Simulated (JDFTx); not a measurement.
System: Au(111) (Fm-3m bulk; lattice of mp-81, not re-optimised at this level), 1x1 cell of 3 atoms in 3 planes, area 7.53 Å² a face, 4.8 Å between the outermost planes in a cell 20.8 Å high; k mesh 8×8×1, Fermi width 0.01 Ha, no spin polarisation.

Computed with JDFTx (a modified build): PBE, GBRV ultrasoft potentials, plane waves to 20/100 Ha. Liquid on both sides: SCCS (g09 parameters), water, 2 M NaCl; nuclei fixed. 

Charging data:

| U − U_pzc (V) | σ (μC/cm²) |
|---|---|
| -0.39 | -3.65 |
| -0.19 | -1.82 |
| 0.00 | 0.00 |

Working it through: a check of Lippmann's equation. The grand free energy per area against the neutral slab, Δγ = [F(N) − F(N₀) − μ(N − N₀)]/2A, is taken from the total energies of the same runs.

```csv
U − U_pzc (V),Δγ (mJ/m²)
-0.39,-7.2
-0.19,-1.7
0.00,0.0
```

Δγ is largest at zero charge and falls away from it, as dγ/dU = −σ demands. At -0.39 V the computed -7.2 mJ/m² stands beside -7.1 mJ/m² from the constant-capacitance formula.
